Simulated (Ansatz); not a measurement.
Ansatz (a first-principles code) input:

Ansatz 0.2 input:
```yaml
crystal:
  lattice:
    - [12.0495098292, 0.0, 0.0]
    - [0.0, 4.1228271044, 0.0]
    - [0.0, 0.0, 11.5713813341]
  atoms:
    - { symbol: Bi, position: [0.9827068044, 0.25, 0.1710093093] }
    - { symbol: Bi, position: [0.4827068044, 0.25, 0.3289906907] }
    - { symbol: Bi, position: [0.0172931956, 0.75, 0.8289906907] }
    - { symbol: Bi, position: [0.5172931956, 0.75, 0.6710093093] }
    - { symbol: Bi, position: [0.6534822937, 0.25, 0.9617424236] }
    - { symbol: Bi, position: [0.1534822937, 0.25, 0.5382575764] }
    - { symbol: Bi, position: [0.3465177063, 0.75, 0.0382575764] }
    - { symbol: Bi, position: [0.8465177063, 0.75, 0.4617424236] }
    - { symbol: Se, position: [0.2850529272, 0.25, 0.196240261] }
    - { symbol: Se, position: [0.7850529272, 0.25, 0.303759739] }
    - { symbol: Se, position: [0.7149470728, 0.75, 0.803759739] }
    - { symbol: Se, position: [0.2149470728, 0.75, 0.696240261] }
    - { symbol: Se, position: [0.447103829, 0.25, 0.8669258393] }
    - { symbol: Se, position: [0.947103829, 0.25, 0.6330741607] }
    - { symbol: Se, position: [0.552896171, 0.75, 0.1330741607] }
    - { symbol: Se, position: [0.052896171, 0.75, 0.3669258393] }
    - { symbol: Se, position: [0.6254127706, 0.25, 0.552528712] }
    - { symbol: Se, position: [0.1254127706, 0.25, 0.947471288] }
    - { symbol: Se, position: [0.3745872294, 0.75, 0.447471288] }
    - { symbol: Se, position: [0.8745872294, 0.75, 0.052528712] }
kpoints:
  mp_grid: { grid: [2, 4, 2] }
hamiltonian:
  xc: hse06
  pseudopotentials: { kind: paw }
scf:
  n_extra_bands: 20
  occupations: { method: fixed }
output:
  eigenvalues: true
  eigenstates:
    e_range: [-9.0, 9.9]
    kpoints:
      - [0.0, 0.0, 0.21875]  # VBM
      - [0.0, 0.0, 0.231771]  # CBM
      - [0.0, 0.0, 0.0]  # GAMMA
      - [0.5, 0.0, 0.0]  # X
      - [0.0, 0.0, 0.5]  # Z
      - [0.5, 0.0, 0.5]  # U
      - [0.0, 0.5, 0.0]  # Y
      - [0.5, 0.5, 0.0]  # S
      - [0.0, 0.5, 0.5]  # T
      - [0.5, 0.5, 0.5]  # R
```

Output (shortened):

```
Pseudopotential: Bi, paw, valence charge 15
Pseudopotential: Se, paw, valence charge 16
Functional definition: HSE06
davidson cushion auto → on  (no smearing: the cushion is to keep the highest requested band from converging to the state above it …
Crystal: 20 atoms, lattice volume = 574.844 Å³
Basis set: ecut = 420 eV, 11223 PW (Γ)
Bands: 176, of which v1, the nominal top of the filled ones, is band 156 counted from 1 (155 counted from 0)
Symmetry: 8 space group operations
Space group: Pnma (ITA 62), of the structure as read, at distance tolerance 8.3e-5 Å
k-points: 12 of 16
SCF iter   1: F=—  HF=-164808.530136 eV  |F-HF|=—  |Δ(HF+E_count)|=         —  Δρ=1.29e-3  dr2=1.02e-2  ethr=1.77e-3  ⟨swp⟩=7.2  Hψ=8394  notcnv=0
preconditioner: auto → none
SCF iter   2: F=—  HF=-164808.540615 eV  |F-HF|=—  |Δ(HF+E_count)|=   1.05e-2  Δρ=6.97e-4  dr2=4.36e-3  ethr=3.28e-6  ⟨swp⟩=5.0  Hψ=8485  notcnv=0
SCF iter   3: F=—  HF=-164808.540892 eV  |F-HF|=—  |Δ(HF+E_count)|=   2.77e-4  Δρ=4.12e-4  dr2=1.22e-3  ethr=1.40e-6  ⟨swp⟩=3.6  Hψ=5283  notcnv=0
SCF iter   4: F=—  HF=-164808.541447 eV  |F-HF|=—  |Δ(HF+E_count)|=   5.55e-4  Δρ=2.17e-4  dr2=5.01e-4  ethr=3.92e-7  ⟨swp⟩=3.8  Hψ=5185  notcnv=0
SCF iter   5: F=-164808.541600 eV  HF=-164808.541573 eV  |F-HF|=2.74e-5  |Δ(HF+E_count)|=   1.26e-4  Δρ=1.02e-4  dr2=6.49e-5  ethr=1.61e-7  ⟨swp⟩=3.3  Hψ=5052  notcnv=0
SCF 1 stopped early in 5 iterations: F = -164808.541600 eV  dr2 = 6.49e-5
Crystal: 20 atoms, lattice volume = 574.844 Å³
Exchange kernel: α = 0.2500, screened, ω = 0.2079 Å⁻¹, Wigner–Seitz truncation, v(0) = 1043.5669 eV·Å³, q-mesh 2×4×2, nearest image of the exchange supercell L …
Frozen-core exchange: fock
SCF iter   1: F=—  HF=-164855.834143 eV  |F-HF|=—  |Δ(HF+E_count)|=         —  Δρ=4.88e-3  dr2=1.64e-1  ethr=2.08e-7  ⟨swp⟩=9.0  Hψ=12422  notcnv=0
preconditioner: auto → none
SCF iter   2: F=—  HF=-164855.751842 eV  |F-HF|=—  |Δ(HF+E_count)|=   8.23e-2  Δρ=2.70e-3  dr2=5.35e-2  ethr=2.08e-7  ⟨swp⟩=6.2  Hψ=9840  notcnv=0
SCF iter   3: F=—  HF=-164855.743490 eV  |F-HF|=—  |Δ(HF+E_count)|=   8.35e-3  Δρ=1.10e-3  dr2=1.92e-2  ethr=2.08e-7  ⟨swp⟩=5.0  Hψ=8957  notcnv=0
SCF iter   4: F=—  HF=-164855.818526 eV  |F-HF|=—  |Δ(HF+E_count)|=   7.50e-2  Δρ=1.15e-3  dr2=1.10e-2  ethr=2.08e-7  ⟨swp⟩=5.0  Hψ=9066  notcnv=0
SCF iter   5: F=—  HF=-164855.815782 eV  |F-HF|=—  |Δ(HF+E_count)|=   2.74e-3  Δρ=4.49e-4  dr2=2.46e-3  ethr=2.08e-7  ⟨swp⟩=4.8  Hψ=7757  notcnv=0
SCF iter   6: F=—  HF=-164855.815242 eV  |F-HF|=—  |Δ(HF+E_count)|=   5.40e-4  Δρ=1.72e-4  dr2=3.43e-4  ethr=2.08e-7  ⟨swp⟩=4.0  Hψ=6093  notcnv=0
SCF iter   7: F=—  HF=-164855.816866 eV  |F-HF|=—  |Δ(HF+E_count)|=   1.62e-3  Δρ=1.67e-4  dr2=3.25e-4  ethr=3.47e-8  ⟨swp⟩=4.2  Hψ=6957  notcnv=0
SCF iter   8: F=-164855.816788 eV  HF=-164855.816797 eV  |F-HF|=8.69e-6  |Δ(HF+E_count)|=   6.95e-5  Δρ=3.82e-5  dr2=2.32e-5  ethr=3.47e-8  ⟨swp⟩=3.9  Hψ=5342  notcnv=0
SCF 2 stopped early in 8 iterations: F = -164855.816788 eV  dr2 = 2.32e-5
hybrid outer 1: dexx = +8.658e-2 eV, tail = 6.83e-4 eV
Crystal: 20 atoms, lattice volume = 574.844 Å³
Exchange kernel: α = 0.2500, screened, ω = 0.2079 Å⁻¹, Wigner–Seitz truncation, v(0) = 1043.5669 eV·Å³, q-mesh 2×4×2, nearest image of the exchange supercell L …
Frozen-core exchange: fock
SCF iter   1: F=—  HF=-164855.817268 eV  |F-HF|=—  |Δ(HF+E_count)|=         —  Δρ=5.49e-5  dr2=1.43e-5  ethr=1.10e-6  ⟨swp⟩=2.4  Hψ=4665  notcnv=0
preconditioner: auto → none
SCF iter   2: F=—  HF=-164855.817280 eV  |F-HF|=—  |Δ(HF+E_count)|=   1.17e-5  Δρ=2.93e-5  dr2=4.29e-6  ethr=4.07e-9  ⟨swp⟩=4.2  Hψ=8339  notcnv=0
SCF iter   3: F=—  HF=-164855.817279 eV  |F-HF|=—  |Δ(HF+E_count)|=   4.99e-7  Δρ=7.27e-6  dr2=1.56e-6  ethr=8.72e-10  ⟨swp⟩=3.0  Hψ=6650  notcnv=0
SCF iter   4: F=—  HF=-164855.817286 eV  |F-HF|=—  |Δ(HF+E_count)|=   6.51e-6  Δρ=9.80e-6  dr2=9.15e-7  ethr=1.02e-10  ⟨swp⟩=5.4  Hψ=8137  notcnv=0
iter 5 solved again at ethr=6.67e-12 eV; its pass at ethr=1.02e-10 eV (dr2=2.08e-8 eV) is discarded
SCF iter   5: F=—  HF=-164855.817285 eV  |F-HF|=—  |Δ(HF+E_count)|=   2.46e-7  Δρ=1.41e-6  dr2=2.38e-7  ethr=6.67e-12  ⟨swp⟩=3.2  Hψ=10432  notcnv=0
SCF iter   6: F=-164855.817286 eV  HF=-164855.817286 eV  |F-HF|=1.55e-8  |Δ(HF+E_count)|=   7.25e-7  Δρ=1.53e-6  dr2=3.07e-8  ethr=6.67e-12  ⟨swp⟩=6.2  Hψ=6813  notcnv=0  defer=6
SCF 3 converged in 6 iterations: F = -164855.817286 eV  dr2 = 3.07e-8
hybrid outer 2: dexx = +8.130e-6 eV, tail = 3.22e-7 eV, Δε = 2.36e-3 eV (about 9.33e-5 eV left of the loop's levels)
NSCF: frozen V_eff on 10 k-points
hybrid SCF converged: 2 outer / 14 inner (+5 warm-up), last move |dexx| = 8.13e-6 eV, tail = 3.22e-7 eV
Stability not checked (fock_operator)
Free energy (F): -164855.817286 eV
Frozen-core exchange: fock
Harris-Foulkes:  -164855.817286 eV  (|F-HF|=1.55e-8)
Internal energy: -164855.817286 eV  (E = F + TS)
E sigma→0 (E₀):  -164855.817286 eV
Fermi energy:    8.020189 eV
--- Per-component energies (eV) ---
  E_band       = -6205.089375
  E_kinetic    = 3808.716938
  E_local      = -42152.089539  (includes V_loc(G=0)·N_el)
  E_nonlocal   = -2646.570053
  E_hartree    = 18789.354726
  E_xc         = -1978.508961
  E_vxc        = -1866.612912  (∫ρ·V_xc dr)
  E_exx        = -1097.334840  (= α·E_x^exact, valence–valence)
  E_paw        = -107658.276030  (= ΣΔE_a)
  E_vpaw       = 1267.427333  (= ΣTr[D̂ρ^β])
  E_aug_tail   = -0.010540  (compensation charges beyond the density's cutoff)
  E_ewald      = -31909.458844
  E_core_change = -11.640144  (= ΣΔE_core)
  E_smearing   =  0.000000  (= −TS)
  E_closure    =  0.000000  (closes the sum)
  Σ components = -164855.817286   (vs F -164855.817286, Δ=0.00e0)
  [band-id]    e_kinetic+e_local+e_nonlocal+2·e_hartree+e_vxc+2·e_exx+e_vpaw+e_augmentation_tail = -6205.099000   (vs E_band -6205.089375, Δ=-9.63e-3)
--- Band table (eV; the first three rows and the last of 12) ---
  k-point 0: bands = ["-42.6551", "-42.6551", "-42.6551", "-42.6551", "-42.6541", "-42.6541", "-42.6541", "-42.6541", "-42.6526", "-42.6526", "-42.6525", "-42.6525", "-42.6409", "-42.6409", "-42.6408", "-42.6408", "-42.6350", "-42.6350", "-42.6350", …
  k-point 1: bands = ["-42.6551", "-42.6551", "-42.6551", "-42.6551", "-42.6541", "-42.6541", "-42.6541", "-42.6541", "-42.6526", "-42.6526", "-42.6525", "-42.6525", "-42.6409", "-42.6409", "-42.6408", "-42.6408", "-42.6350", "-42.6350", "-42.6350", …
  k-point 2: bands = ["-42.6551", "-42.6551", "-42.6551", "-42.6551", "-42.6541", "-42.6541", "-42.6541", "-42.6541", "-42.6526", "-42.6526", "-42.6525", "-42.6525", "-42.6409", "-42.6409", "-42.6408", "-42.6408", "-42.6350", "-42.6350", "-42.6350", …
  k-point 11: bands = ["-42.6551", "-42.6551", "-42.6551", "-42.6551", "-42.6540", "-42.6540", "-42.6540", "-42.6540", "-42.6525", "-42.6525", "-42.6525", "-42.6525", "-42.6408", "-42.6408", "-42.6408", "-42.6408", "-42.6350", "-42.6350", "-42.6350", …
```

Cost: around 100 core-minutes (rough) on shared cores.

The points marked VBM and CBM come from a semilocal run.

A made-up cell: these elements were put on the sites of a structure type; the Crystallography Open Database files this formula in space group No. 62, but the cells were not matched. It is not the phase usual at ambient conditions (space group No. 166). Symmetry was held in the r²SCAN+D4 relaxation; whether a distortion lowers the energy is not shown. Scalar-relativistic: spin–orbit coupling is off unless named, which matters more the heavier the elements.

Potentials: the later of the program's two PAW sets.

Ansatz is a plane-wave DFT program.
